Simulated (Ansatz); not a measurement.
Relaxed-ion elastic tensor of Sn (diamond, Fd-3m) in GPa (Voigt order), the program Ansatz at the r²SCAN level (PAW); density 5.57 g/cm³, 35.42 Å³ per atom.

```
66.3  30.9  30.9   0.0   0.0   0.0
30.9  66.3  30.9   0.0   0.0   0.0
30.9  30.9  66.3   0.0   0.0   0.0
 0.0   0.0   0.0  31.2   0.0   0.0
 0.0   0.0   0.0   0.0  31.2   0.0
 0.0   0.0   0.0   0.0   0.0  31.2
```

Question: Is the crystal mechanically stable?

Answer: Yes: the smallest eigenvalue of C is 31.2 GPa.

Question: Work out the Voigt, Reuss and Hill averages.

Answer: K_V = 42.7, K_R = 42.7, K_H = 42.7; G_V = 25.8, G_R = 23.9, G_H = 24.8 GPa.

Question: Give Young's modulus, Poisson's ratio, Pugh's ratio and the universal anisotropy index.

Answer: E = 9KG/(3K + G) = 62.4 GPa; ν = 0.26; K/G = 1.72 (near the Pugh limit of 1.75, no verdict); A_U = 5G_V/G_R + K_V/K_R − 6 = 0.39.

Question: Estimate the sound speeds and the Debye temperature.

Answer: v_l = √((K + 4G/3)/ρ) = 3690 m/s, v_t = √(G/ρ) = 2110 m/s, mean 2350 m/s; Θ = (h/k)(3n/4πV)^(1/3) v_m = 213 K.

Question: Give the Zener ratio and Young's modulus along [100], [110] and [111].

Answer: A = 2C44/(C11 − C12) = 1.76; 1/E = S11 − 2(S11 − S12 − S44/2)Γ with Γ = 0, 1/4, 1/3 gives 46.6, 65.2, 75.2 GPa.

Question: Solve the Christoffel equation for the three sound speeds along [100], [110], [111].

Answer: Eigenvalues of C_ijkl n_j n_l equal ρv². In km/s, slowest first: [100] 2.37, 2.37, 3.45; [110] 1.78, 2.37, 3.79; [111] 2.00, 2.00, 3.89.

This is a known low-temperature phase of the composition, computed here at zero pressure and temperature. The r²SCAN relaxation kept the symmetry of its start; of distortions, only those at the zone centre were tested. As this level gives no gap, shear constants depend on the k-mesh and smearing (Fermi–Dirac, 0.1 eV here). Scalar-relativistic: spin–orbit coupling is off unless named, which matters more the heavier the elements.

Potentials: the earlier of the program's two PAW sets.
